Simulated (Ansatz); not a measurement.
# Band table of Sr$_{2}$Pt (fluorite type)

```xyz
3
Lattice="0.0000 3.5805 3.5805 3.5805 0.0000 3.5805 3.5805 3.5805 0.0000" Properties=species:S:1:pos:R:3 pbc="T T T"
Pt    0.0000    0.0000    0.0000
Sr    1.7902    1.7902    1.7902
Sr    5.3707    5.3707    5.3707
```

The cell comes from a relaxation on PAW files under the same functional, begun from a prototype that needn't be the stable phase.

All numbers are LDA results (non-relativistic) from Ansatz 0.2.0, with a Γ-centred 8×8×8 k mesh, Fermi–Dirac smearing of 0.05 eV, no spin polarisation. Methods: LAPW: all electrons, basis error target 0.5 meV/atom.

This run: no relativity.

Path points, in fractions of the reciprocal vectors: Γ (0.000, 0.000, 0.000), X (0.500, 0.000, 0.500), U (0.625, 0.250, 0.625), K (0.375, 0.375, 0.750), L (0.500, 0.500, 0.500), W (0.500, 0.250, 0.750). The distance column jumps between branches of the path. Levels in eV from the Fermi level; bands 32 to 51, counted from the lowest band of the run. The gap is zero, the pressure 3.83 GPa.

```
# k(1/Å) point b32 b33 b34 b35 b36 b37 b38 b39 b40 b41 b42 b43 b44 b45 b46 b47 b48 b49 b50 b51
0.000 Γ -17.79 -17.79 -17.79 -17.32 -17.32 -17.32 -4.25 -3.77 -3.77 -3.42 -3.42 -3.42 -0.04 -0.04 -0.04 1.80 1.80 4.76 6.21 6.21
0.110 - -17.79 -17.79 -17.77 -17.35 -17.32 -17.32 -4.18 -3.76 -3.75 -3.43 -3.43 -3.43 -0.11 0.03 0.03 1.79 1.85 4.92 5.97 5.97
0.219 - -17.80 -17.80 -17.71 -17.42 -17.31 -17.31 -3.99 -3.75 -3.72 -3.47 -3.45 -3.45 -0.29 0.23 0.23 1.74 1.94 5.36 5.45 5.45
0.329 - -17.80 -17.80 -17.62 -17.53 -17.31 -17.31 -3.76 -3.67 -3.66 -3.53 -3.48 -3.48 -0.50 0.54 0.54 1.67 2.02 4.57 4.89 4.89
0.439 - -17.82 -17.82 -17.65 -17.51 -17.30 -17.30 -3.75 -3.61 -3.59 -3.52 -3.52 -3.30 -0.69 0.95 0.95 1.59 1.97 3.77 4.38 4.38
0.548 - -17.83 -17.83 -17.77 -17.40 -17.29 -17.29 -3.77 -3.70 -3.54 -3.54 -3.52 -2.85 -0.85 1.41 1.41 1.50 1.74 3.12 3.97 3.97
0.658 - -17.87 -17.83 -17.83 -17.30 -17.28 -17.28 -3.80 -3.79 -3.56 -3.56 -3.46 -2.37 -0.99 1.38 1.42 1.89 1.89 2.66 3.68 3.68
0.768 - -17.94 -17.84 -17.84 -17.28 -17.28 -17.23 -3.85 -3.82 -3.57 -3.57 -3.41 -1.92 -1.15 1.03 1.37 2.28 2.28 2.38 3.52 3.52
0.877 X -17.96 -17.84 -17.84 -17.28 -17.28 -17.21 -3.87 -3.83 -3.58 -3.58 -3.40 -1.65 -1.30 0.89 1.35 2.29 2.43 2.43 3.49 3.49
0.916 - -17.96 -17.84 -17.84 -17.28 -17.28 -17.21 -3.87 -3.82 -3.58 -3.58 -3.40 -1.65 -1.28 0.88 1.36 2.17 2.43 2.54 3.49 3.51
0.955 - -17.96 -17.84 -17.84 -17.28 -17.28 -17.21 -3.87 -3.82 -3.59 -3.58 -3.40 -1.65 -1.25 0.86 1.38 2.00 2.41 2.68 3.47 3.54
0.994 - -17.96 -17.84 -17.83 -17.29 -17.29 -17.21 -3.87 -3.81 -3.60 -3.58 -3.41 -1.65 -1.19 0.84 1.43 1.82 2.38 2.80 3.45 3.60
1.033 - -17.95 -17.83 -17.82 -17.30 -17.30 -17.21 -3.86 -3.79 -3.61 -3.58 -3.41 -1.65 -1.10 0.80 1.48 1.65 2.34 2.90 3.42 3.68
1.071 - -17.95 -17.82 -17.81 -17.31 -17.31 -17.22 -3.86 -3.78 -3.63 -3.58 -3.42 -1.66 -1.00 0.74 1.49 1.55 2.28 2.97 3.38 3.79
1.110 - -17.94 -17.81 -17.80 -17.32 -17.32 -17.22 -3.85 -3.76 -3.64 -3.58 -3.43 -1.66 -0.88 0.66 1.36 1.64 2.21 3.01 3.33 3.92
1.149 - -17.94 -17.80 -17.79 -17.34 -17.34 -17.22 -3.84 -3.74 -3.65 -3.58 -3.45 -1.68 -0.74 0.56 1.27 1.74 2.13 3.02 3.28 4.08
1.188 U -17.93 -17.79 -17.77 -17.36 -17.35 -17.23 -3.83 -3.72 -3.67 -3.57 -3.46 -1.70 -0.59 0.43 1.22 1.86 2.04 3.01 3.22 4.24
1.725 K -17.93 -17.79 -17.77 -17.36 -17.35 -17.23 -3.83 -3.72 -3.67 -3.57 -3.46 -1.70 -0.59 0.43 1.22 1.86 2.04 3.01 3.22 4.24
1.841 - -17.90 -17.74 -17.71 -17.42 -17.42 -17.24 -3.80 -3.69 -3.65 -3.57 -3.51 -1.85 -0.11 0.01 1.28 1.72 2.29 2.92 3.02 4.30
1.958 - -17.88 -17.68 -17.64 -17.49 -17.49 -17.26 -3.76 -3.68 -3.61 -3.56 -3.55 -2.16 -0.30 0.36 1.35 1.51 2.79 2.83 2.85 4.23
2.074 - -17.85 -17.60 -17.57 -17.56 -17.56 -17.28 -3.72 -3.65 -3.61 -3.60 -3.52 -2.61 -0.42 0.66 0.97 1.72 2.54 3.04 3.46 4.34
2.190 - -17.83 -17.64 -17.63 -17.52 -17.49 -17.29 -3.68 -3.66 -3.62 -3.60 -3.50 -3.08 -0.42 0.63 0.69 1.79 2.30 3.59 4.17 4.64
2.307 - -17.81 -17.70 -17.70 -17.45 -17.42 -17.30 -3.71 -3.70 -3.68 -3.54 -3.47 -3.41 -0.34 0.35 0.50 1.80 2.10 4.35 4.92 5.00
2.423 - -17.80 -17.75 -17.75 -17.38 -17.37 -17.31 -3.97 -3.73 -3.72 -3.48 -3.45 -3.44 -0.21 0.14 0.24 1.80 1.94 5.15 5.46 5.51
2.539 - -17.79 -17.78 -17.78 -17.34 -17.33 -17.32 -4.17 -3.76 -3.75 -3.44 -3.43 -3.42 -0.09 0.01 0.04 1.80 1.84 4.94 5.92 5.95
2.656 Γ -17.79 -17.79 -17.79 -17.32 -17.32 -17.32 -4.25 -3.77 -3.77 -3.42 -3.42 -3.42 -0.04 -0.04 -0.04 1.80 1.80 4.76 6.21 6.21
2.751 - -17.78 -17.78 -17.78 -17.33 -17.33 -17.33 -4.20 -3.76 -3.76 -3.43 -3.42 -3.42 -0.06 0.00 0.00 1.81 1.81 4.88 5.98 6.10
2.846 - -17.77 -17.77 -17.77 -17.35 -17.34 -17.34 -4.06 -3.74 -3.74 -3.46 -3.44 -3.44 -0.14 0.11 0.11 1.85 1.85 5.19 5.49 5.80
2.941 - -17.75 -17.75 -17.75 -17.38 -17.36 -17.36 -3.85 -3.71 -3.71 -3.49 -3.46 -3.46 -0.27 0.28 0.28 1.92 1.92 4.82 5.38 5.38
3.036 - -17.73 -17.72 -17.72 -17.42 -17.39 -17.39 -3.71 -3.68 -3.68 -3.48 -3.48 -3.37 -0.42 0.49 0.49 2.02 2.02 4.24 4.91 4.91
3.131 - -17.70 -17.69 -17.69 -17.46 -17.43 -17.43 -3.71 -3.65 -3.65 -3.50 -3.50 -3.06 -0.61 0.74 0.74 2.17 2.17 3.73 4.42 4.42
3.226 - -17.67 -17.65 -17.65 -17.51 -17.47 -17.47 -3.73 -3.63 -3.63 -3.51 -3.51 -2.68 -0.83 0.98 0.98 2.37 2.37 3.33 3.95 3.95
3.321 - -17.63 -17.61 -17.61 -17.55 -17.52 -17.52 -3.75 -3.61 -3.61 -3.52 -3.52 -2.35 -1.05 1.17 1.17 2.61 2.61 3.06 3.55 3.55
3.415 L -17.60 -17.58 -17.57 -17.57 -17.56 -17.56 -3.76 -3.61 -3.61 -3.52 -3.52 -2.19 -1.16 1.24 1.24 2.77 2.77 2.97 3.34 3.34
3.493 - -17.65 -17.64 -17.58 -17.56 -17.51 -17.51 -3.76 -3.62 -3.61 -3.53 -3.52 -2.18 -1.12 1.19 1.27 2.50 2.75 3.19 3.30 3.30
3.571 - -17.71 -17.70 -17.58 -17.56 -17.45 -17.45 -3.76 -3.64 -3.60 -3.55 -3.52 -2.13 -1.01 1.04 1.33 2.15 2.72 3.08 3.22 3.57
3.648 - -17.76 -17.75 -17.58 -17.56 -17.39 -17.39 -3.76 -3.67 -3.58 -3.58 -3.52 -2.06 -0.85 0.84 1.44 1.83 2.64 2.90 3.20 3.85
3.726 - -17.81 -17.80 -17.58 -17.57 -17.34 -17.34 -3.76 -3.70 -3.61 -3.57 -3.52 -1.96 -0.65 0.62 1.43 1.68 2.53 2.73 3.23 4.07
3.803 - -17.86 -17.84 -17.57 -17.57 -17.30 -17.29 -3.76 -3.73 -3.64 -3.57 -3.51 -1.86 -0.44 0.40 1.18 1.83 2.43 2.58 3.33 4.21
3.881 - -17.89 -17.87 -17.57 -17.57 -17.28 -17.26 -3.76 -3.75 -3.67 -3.57 -3.50 -1.75 -0.23 0.22 0.93 2.03 2.34 2.48 3.47 4.24
3.958 - -17.91 -17.88 -17.57 -17.57 -17.26 -17.24 -3.76 -3.76 -3.69 -3.57 -3.48 -1.67 -0.04 0.09 0.73 2.20 2.29 2.42 3.64 4.19
4.036 W -17.91 -17.89 -17.57 -17.57 -17.25 -17.24 -3.76 -3.76 -3.70 -3.57 -3.48 -1.64 0.04 0.04 0.63 2.27 2.27 2.39 3.75 4.16
4.091 - -17.92 -17.89 -17.62 -17.51 -17.25 -17.23 -3.79 -3.74 -3.70 -3.57 -3.48 -1.64 -0.23 0.33 0.64 2.08 2.39 2.46 3.74 4.01
4.146 - -17.93 -17.88 -17.68 -17.46 -17.26 -17.23 -3.81 -3.72 -3.71 -3.57 -3.46 -1.64 -0.49 0.63 0.67 1.91 2.40 2.63 3.71 3.87
4.200 - -17.94 -17.87 -17.72 -17.41 -17.26 -17.22 -3.83 -3.74 -3.68 -3.57 -3.45 -1.65 -0.72 0.70 0.94 1.74 2.41 2.76 3.67 3.74
4.255 - -17.94 -17.86 -17.76 -17.36 -17.27 -17.22 -3.85 -3.77 -3.65 -3.57 -3.43 -1.65 -0.91 0.75 1.24 1.61 2.42 2.84 3.62 3.63
4.310 - -17.95 -17.85 -17.80 -17.33 -17.27 -17.22 -3.86 -3.79 -3.62 -3.58 -3.42 -1.65 -1.08 0.80 1.50 1.54 2.43 2.84 3.56 3.57
4.365 - -17.96 -17.85 -17.82 -17.30 -17.27 -17.21 -3.87 -3.81 -3.60 -3.58 -3.41 -1.65 -1.20 0.84 1.42 1.83 2.43 2.75 3.51 3.53
4.420 - -17.96 -17.84 -17.84 -17.28 -17.28 -17.21 -3.87 -3.82 -3.58 -3.58 -3.40 -1.65 -1.27 0.87 1.37 2.10 2.43 2.59 3.50 3.50
4.475 X -17.96 -17.84 -17.84 -17.28 -17.28 -17.21 -3.87 -3.83 -3.58 -3.58 -3.40 -1.65 -1.30 0.89 1.35 2.29 2.43 2.43 3.49 3.49
```
